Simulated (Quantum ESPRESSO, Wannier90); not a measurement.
# Wannier functions of RbCl (CsCl type)

Structure: Materials Project mp-23299, symmetrised, not relaxed again. COD (Crystallography Open Database) has the formula in 2 space groups, this one among them (matched by group alone). Level: PBEsol, spinors with spin-orbit coupling; pw.x of Quantum ESPRESSO at 47 Ry with PseudoDojo potentials, 6×6×6 k-points, Wannier90. Density: 8×8×8 mesh, cold smearing 0.01 Ry.

On the energy scale of pw.x, whose zero is arbitrary, the valence-band maximum lies at 2.60 eV.

Input w.win:

```
num_bands = 2
num_wann = 2
exclude_bands = 1-4,7-30
spinors = true
num_iter = 1000
conv_tol = 1.0e-6
conv_window = 4
write_hr = true
write_u_matrices = true
auto_projections = true
begin unit_cell_cart
ang
    3.9359700000    0.0000000000    0.0000000000
    0.0000000000    3.9359700000    0.0000000000
    0.0000000000    0.0000000000    3.9359700000
end unit_cell_cart
begin atoms_frac
Rb   0.0000000000  0.0000000000  0.0000000000
Cl   0.5000000000  0.5000000000  0.5000000000
end atoms_frac
mp_grid = 6 6 6
begin kpoints
0.0000000000 0.0000000000 0.0000000000
0.0000000000 0.0000000000 0.1666666667
0.0000000000 0.0000000000 0.3333333333
... (213 more lines: the 6x6x6 mesh through Gamma)
end kpoints
```

Input of pw2wannier90.x that gives the overlap and projection files (equivalent; here they were cut from one run over all bands):

```
&inputpp
  outdir = './out'
  prefix = 'pwscf'
  seedname = 'w'
  write_amn = .true.
  write_mmn = .true.
  scdm_proj = .true.
  scdm_entanglement = 'isolated'
/
```

Output w.wout (banner and timings cut):

```
                                    ------
                                    SYSTEM
                                    ------

                              Lattice Vectors (Ang)
                    a_1     3.935970   0.000000   0.000000
                    a_2     0.000000   3.935970   0.000000
                    a_3     0.000000   0.000000   3.935970

                   Unit Cell Volume:      60.97550  (Ang^3)

                        Reciprocal-Space Vectors (Ang^-1)
                    b_1     1.596350   0.000000   0.000000
                    b_2     0.000000   1.596350   0.000000
                    b_3     0.000000   0.000000   1.596350

 *----------------------------------------------------------------------------*
 |   Site       Fractional Coordinate          Cartesian Coordinate (Ang)     |
 +----------------------------------------------------------------------------+
 | rb   1   0.00000   0.00000   0.00000   |    0.00000   0.00000   0.00000    |
 | cl   1   0.50000   0.50000   0.50000   |    1.96799   1.96799   1.96799    |
 *----------------------------------------------------------------------------*
                                ------------
                                K-POINT GRID
                                ------------

             Grid size =  6 x  6 x  6      Total points =  216

 *---------------------------------- MAIN ------------------------------------*
 |  Number of Wannier Functions               :                 2             |
 |  Number of Objective Wannier Functions     :                 2             |
 |  Number of input Bloch states              :                 2             |
 |  Output verbosity (1=low, 5=high)          :                 1             |
 |  Timing Level (1=low, 5=high)              :                 1             |
 |  Optimisation (0=memory, 3=speed)          :                 3             |
 |  Length Unit                               :               Ang             |
 |  Post-processing setup (write *.nnkp)      :                 F             |
 |  Using Gamma-only branch of algorithms     :                 F             |
 *----------------------------------------------------------------------------*
 *------------------------------- WANNIERISE ---------------------------------*
 |  Total number of iterations                :              1000             |
 |  Number of CG steps before reset           :                 5             |
 |  Trial step length for line search         :             2.000             |
 |  Convergence tolerence                     :         0.100E-05             |
 |  Convergence window                        :                 4             |
 |  Iterations between writing output         :                 1             |
 |  Iterations between backing up to disk     :               100             |
 |  Write r^2_nm to file                      :                 F             |
 |  Write xyz WF centres to file              :                 F             |
 |  Write on-site energies <0n|H|0n> to file  :                 F             |
 |  Use guiding centre to control phases      :                 F             |
 |  Use phases for initial projections        :                 F             |
 *----------------------------------------------------------------------------*
 *-------------------------------- PLOTTING ----------------------------------*
 |  Plotting Hamiltonian in WF basis          :                 T             |
 *----------------------------------------------------------------------------*

 *---------------------------------- K-MESH ----------------------------------*
 +----------------------------------------------------------------------------+
 |                    Distance to Nearest-Neighbour Shells                    |
 |                    ------------------------------------                    |
 |          Shell             Distance (Ang^-1)          Multiplicity         |
 |          -----             -----------------          ------------         |
 |             1                   0.266058                      6            |
 |             2                   0.376263                     12            |
 |             3                   0.460827                      8            |
 |             4                   0.532117                      6            |
 |             5                   0.594924                     24            |
 |             6                   0.651707                     24            |
 |             7                   0.752527                     12            |
 |             8                   0.798175                     30            |
       ... (lines left out)
 +----------------------------------------------------------------------------+
 | The b-vectors are chosen automatically                                     |
 | The following shells are used:                       1                     |
 +----------------------------------------------------------------------------+
 |                        Shell   # Nearest-Neighbours                        |
 |                        -----   --------------------                        |
 |                          1               6                                 |
 +----------------------------------------------------------------------------+
 | Completeness relation is fully satisfied [Eq. (B1), PRB 56, 12847 (1997)]  |
 +----------------------------------------------------------------------------+
 |                  b_k Vectors (Ang^-1) and Weights (Ang^2)                  |
 |                  ----------------------------------------                  |
 |            No.         b_k(x)      b_k(y)      b_k(z)        w_b           |
 |            ---        --------------------------------     --------        |
 |             1         0.000000    0.000000    0.266058     7.063441        |
 |             2         0.000000    0.266058    0.000000     7.063441        |
 |             3         0.266058    0.000000    0.000000     7.063441        |
 |             4         0.000000    0.000000   -0.266058     7.063441        |
 |             5         0.000000   -0.266058    0.000000     7.063441        |
 |             6        -0.266058    0.000000    0.000000     7.063441        |
 +----------------------------------------------------------------------------+
 |                           b_k Directions (Ang^-1)                          |
 |                           -----------------------                          |
 |            No.           x           y           z                         |
 |            ---        --------------------------------                     |
 |             1         0.000000    0.000000    0.266058                     |
 |             2         0.000000    0.266058    0.000000                     |
 |             3         0.266058    0.000000    0.000000                     |
 +----------------------------------------------------------------------------+

 Starting a new Wannier90 calculation ...

 Reading overlaps from w.mmn

 Reading projections from w.amn

 *------------------------------- WANNIERISE ---------------------------------*
 +--------------------------------------------------------------------+<-- CONV
 | Iter  Delta Spread     RMS Gradient      Spread (Ang^2)            |<-- CONV
 +--------------------------------------------------------------------+<-- CONV

 ------------------------------------------------------------------------------
 Initial State
  WF centre and spread    1  ( -0.000152,  0.000152,  0.000052 )     1.50402054
  WF centre and spread    2  (  0.000152, -0.000152, -0.000052 )     1.45521184
  Sum of centres and spreads ( -0.000000, -0.000000, -0.000000 )     2.95923239

      0     0.296E+01     0.0000000000        2.9592323855  <-- CONV
        O_D=      0.0911081 O_OD=      0.0646049 O_TOT=      2.9592324 <-- SPRD
 ------------------------------------------------------------------------------
      1    -0.128E+00     0.2199589706        2.8312732348  <-- CONV
        O_D=      0.0179880 O_OD=      0.0097658 O_TOT=      2.8312732 <-- SPRD
      2    -0.228E-01     0.1229174095        2.8084573888  <-- CONV
        O_D=      0.0028946 O_OD=      0.0020434 O_TOT=      2.8084574 <-- SPRD
      3    -0.343E-02     0.0628292816        2.8050319996  <-- CONV
        O_D=      0.0007781 O_OD=      0.0007345 O_TOT=      2.8050320 <-- SPRD
      4    -0.674E-03     0.0285886046        2.8043582291  <-- CONV
        O_D=      0.0003516 O_OD=      0.0004872 O_TOT=      2.8043582 <-- SPRD
      5    -0.156E-03     0.0138925176        2.8042017915  <-- CONV
        O_D=      0.0002426 O_OD=      0.0004398 O_TOT=      2.8042018 <-- SPRD
       ... (lines left out)
     10    -0.269E-06     0.0005603448        2.8041694130  <-- CONV
        O_D=      0.0002217 O_OD=      0.0004283 O_TOT=      2.8041694 <-- SPRD
     11    -0.355E-07     0.0002383698        2.8041693775  <-- CONV
        O_D=      0.0002217 O_OD=      0.0004283 O_TOT=      2.8041694 <-- SPRD
     12    -0.542E-08     0.0000874410        2.8041693720  <-- CONV
        O_D=      0.0002217 O_OD=      0.0004283 O_TOT=      2.8041694 <-- SPRD
             <<<     Delta < 1.000E-06  over  4 iterations     >>>
             <<< Wannierisation convergence criteria satisfied >>>
 Final State
  WF centre and spread    1  ( -0.000000, -0.000000,  0.000000 )     1.40208469
  WF centre and spread    2  (  0.000000, -0.000000, -0.000000 )     1.40208469
  Sum of centres and spreads ( -0.000000, -0.000000, -0.000000 )     2.80416937

         Spreads (Ang^2)       Omega I      =     2.803519417
        ================       Omega D      =     0.000221654
                               Omega OD     =     0.000428301
    Final Spread (Ang^2)       Omega Total  =     2.804169372
```
